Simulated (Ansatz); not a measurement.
Sheets of one type (MA2Z4 (prismatic core, outer Z over the empty site)-type), PBE (plane waves, PAW; program Ansatz); HSE06 gaps on those cells.

| layer | a (Å) | thickness (Å) |
|---|---|---|
| NbAs4Si2 | 3.682 | 9.96 |
| MoN4Si2 | 2.910 | 7.00 |
| NbP4Si2 | 3.534 | 9.43 |
| NbGe2N4 | 3.081 | 7.39 |
| NbN4Si2 | ? | ? |
| TaN4Si2 | 2.967 | 7.00 |

**Question.** Some entries are withheld; supply them.

**Answer.** 
- NbN4Si2, a (Å): 2.966
- NbN4Si2, thickness (Å): 7.01

Spin orders computed, not proven ground states: NbGe2N4, MA2Z4 (prismatic core, outer Z over the empty site)-type layer ferromagnetic; NbN4Si2, MA2Z4 (prismatic core, outer Z over the empty site)-type layer ferromagnetic. Began spin-polarised and lost the moments: NbAs4Si2, MA2Z4 (prismatic core, outer Z over the empty site)-type layer; NbP4Si2, MA2Z4 (prismatic core, outer Z over the empty site)-type layer; TaN4Si2, MA2Z4 (prismatic core, outer Z over the empty site)-type layer. All cells were relaxed under the symmetry of their starts (and spin orders); stability against distortions was not tested throughout. Rows with no word on spin ran without spin polarisation. Spin–orbit coupling is left out wherever it is not named. Constructed layers (a layer type filled with these elements): NbAs4Si2, MA2Z4 (prismatic core, outer Z over the empty site)-type layer; NbP4Si2, MA2Z4 (prismatic core, outer Z over the empty site)-type layer; NbGe2N4, MA2Z4 (prismatic core, outer Z over the empty site)-type layer; NbN4Si2, MA2Z4 (prismatic core, outer Z over the empty site)-type layer; TaN4Si2, MA2Z4 (prismatic core, outer Z over the empty site)-type layer.

Potentials: the later of the program's two PAW sets.
